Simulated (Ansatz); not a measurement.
MgO:
```cif
data_MgO
_chemical_formula_sum 'Mg1 O1'
_space_group_name_H-M_alt 'Pm-3m'
_space_group_IT_number 221
_space_group_name_Hall '-P 4 2 3'
_cell_length_a 2.62511
_cell_length_b 2.62511
_cell_length_c 2.62511
_cell_angle_alpha 90.000
_cell_angle_beta 90.000
_cell_angle_gamma 90.000
loop_
_atom_site_label
_atom_site_type_symbol
_atom_site_symmetry_multiplicity
_atom_site_Wyckoff_symbol
_atom_site_fract_x
_atom_site_fract_y
_atom_site_fract_z
_atom_site_occupancy
Mg1 Mg 1 a 0.00000 0.00000 0.00000 1
O1 O 1 b 0.50000 0.50000 0.50000 1
```

This is the r²SCAN-relaxed structure.

Task: All from r²SCAN in the plane-wave PAW code Ansatz, unless another level is named. Predict the smallest direct gap on the standard path.

Result: 4.54 eV.

Task: Give the electron effective mass.

Result: 0.31 mₑ (isotropic).

Task: What about the weight of the valence-edge state by species (Voronoi cells)?

Result: O 97 %, Mg 3 %.

Task: Give the valence-band maximum.

Result: at M.

This is a known high-pressure phase of the composition, computed here at zero pressure and temperature. Symmetry was held in the r²SCAN relaxation. At this level the phase is mechanically unstable.

Potentials: the earlier of the program's two PAW sets.
